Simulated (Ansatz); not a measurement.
**Profile along the Si–Si line in TiSi2 (C49 type, space group Cmcm)**

TiSi₂ (C49 type, space group Cmcm)

```cif
data_Si4Ti2
_chemical_formula_sum 'Si4 Ti2'
_space_group_name_H-M_alt 'P 1'
_space_group_IT_number 1
_cell_length_a 7.00965
_cell_length_b 7.00965
_cell_length_c 3.57984
_cell_angle_alpha 90.000
_cell_angle_beta 90.000
_cell_angle_gamma 150.696
loop_
_space_group_symop_operation_xyz
  'x, y, z'
loop_
_atom_site_label
_atom_site_type_symbol
_atom_site_fract_x
_atom_site_fract_y
_atom_site_fract_z
_atom_site_occupancy
Si1 Si 0.94083 0.05917 0.75000 1
Si2 Si 0.05917 0.94083 0.25000 1
Si3 Si 0.25028 0.74972 0.75000 1
Si4 Si 0.74972 0.25028 0.25000 1
Ti1 Ti 0.60319 0.39681 0.75000 1
Ti2 Ti 0.39681 0.60319 0.25000 1
```

Fields along a shortest Si–Si line of a (010) plane (2.52 Å), from Si to Si, interpolated on the slice's grid (step about 0.1 Å). These are PBE (plane waves to 420 eV, PAW, scalar-relativistic; Ansatz, a first-principles code) values and carry that method's errors. k mesh 14×14×13. Inside the PAW spheres the values are not all-electron values, and peaks at nuclei hang on which shells count as valence. This is one of several known forms of TiSi2; the measured ambient cells at hand have space group No. 70. TiSi2 is run without spin polarisation. TiSi2 was relaxed with its symmetry unable to fall.

```
distance from Si (Å)  valence electron density (e/Å³)  electron localisation function
--------------------  -------------------------------  ------------------------------
0.00                                             0.05                               x
0.13                                             0.06                               x
0.25                                             0.11                               x
0.38                                             0.19                               x
0.50                                             0.29                            0.35
0.63                                             0.37                            0.51
0.76                                             0.42                            0.66
0.88                                             0.43                            0.74
1.01                                             0.42                            0.77
1.13                                             0.40                            0.77
1.26                                             0.39                            0.76
1.39                                             0.40                            0.77
1.51                                             0.42                            0.77
1.64                                             0.43                            0.74
1.76                                             0.42                            0.66
1.89                                             0.37                            0.51
2.02                                             0.29                            0.35
2.14                                             0.19                               x
2.27                                             0.11                               x
2.39                                             0.06                               x
2.52                                             0.05                               x
```

x: too close to a nucleus for the ELF to mean much.

Density on the Si–Si line (2.52 Å) at its midpoint: 0.39 e/Å³. ELF at that point: 0.76. ELF maximum in the middle third of the Si–Si line: 0.77, 1.1 Å from Si.
